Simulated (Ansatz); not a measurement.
Sr$_{2}$CuO$_{3}$ (Immm): electronic heat capacity and spin susceptibility from the density of states

Level of theory: Ansatz, DFT r2SCAN, scalar-relativistic, plane waves, PAW.

Cutoff 500 eV; k points 14×14×14 on the computed 6-atom cell (Γ-centred); Gaussian smearing, width 0.10 eV; no spin polarisation.

Relaxed cell: Immm, a = 3.510 Å, b = 3.929 Å, c = 12.590 Å, α = 90.00°, β = 90.00°, γ = 90.00°, 6 atoms in the primitive cell. Whether it is the stable form of this composition wasn't checked.

The density of states at the Fermi level is 0.702 states/eV in the cell of 6 atoms (1 formula unit; both spins, tetrahedra on a 21×21×21 mesh).

Question: What Sommerfeld coefficient and Pauli susceptibility does this give?

Answer: Per formula unit N(E_F) = 0.702 states/eV. γ = (π²/3) k_B² N(E_F) N_A = 2.357 mJ/(mol K²) per state/eV, so γ = 1.7 mJ/(mol K²), a mole of formula units. χ_P = μ_B² N(E_F) N_A = 3.23×10⁻⁵ emu/mol per state/eV gives 2.3×10⁻⁵ emu/mol. This is the bare band result: a measured γ of the same phase is as a rule larger by a factor 1 + λ from phonons and spin fluctuations, the spin part of χ is larger by the Stoner factor, and a measured χ also holds orbital and core terms. N(E_F) at one energy is sensitive to the mesh where the density of states has sharp peaks.

A ferromagnetic start lost its moments in a first run, so spin was left out; other magnetic orders weren't tried.

Cost: 1 run of about 5.2 core-minutes, on Intel Xeon 6975P-C (Granite Rapids) (shared hosts).